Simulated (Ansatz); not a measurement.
**Ag: frozen-core PAW against all-electron methods**

```xyz
4
Lattice="2.9728 0.0000 0.0000 -1.4864 2.5745 0.0000 0.0000 0.0000 10.0000" Properties=species:S:1:pos:R:3 pbc="T T T"
Ag    0.0000    1.7163    2.5000
Ag    1.4864    0.8582    7.5000
Ag    0.0000    0.0000    0.0000
Ag    0.0000    0.0000    5.0000
```

Atom numbers follow the list: Ag1, Ag2, Ag3, Ag4.

The geometry is COD entry 1509194, unchecked; take it as a test cell. The listed cell was then made from it by scaling, straining or moving an atom.

Levels of theory: DFT, LDA, PAW with Ansatz's default frozen-core files, scalar-relativistic (Ansatz 0.2.0); DFT, LDA, all-electron PAW with datasets made for the crystal, scalar-relativistic (Ansatz 0.2.0); DFT, LDA, all-electron LAPW, scalar-relativistic (Ansatz 0.2.0).

For PAW: a Γ-centred 14×14×4 k mesh, Fermi–Dirac smearing of 0.08 eV, cutoff 420 eV, no spin polarisation; the PAW files were made with PBE, and the program remakes their frozen cores for this functional. The crystal-made all-electron datasets (AE datasets) take a cutoff of 260 eV at this cell. LAPW targets a basis error of 0.5 meV/atom. The Ansatz runs share mesh, smearing and spin set-up. Plane-wave (PAW) pressures include the program's estimate of the Pulay term.

Stress and pressure are positive in compression.

The change that made this cell: equal xx and yy strain of +3 %.

| quantity | PAW | AE datasets | LAPW |
| --- | --- | --- | --- |
| pressure (GPa) | -14.64 | -14.65 | -14.65 |
| stress xx (GPa) | -14.17 | -14.17 | -14.18 |
| stress zz (GPa) | -15.60 | -15.60 | -15.61 |

PAW's pressure differs from the LAPW value by about 0.01 GPa or less.
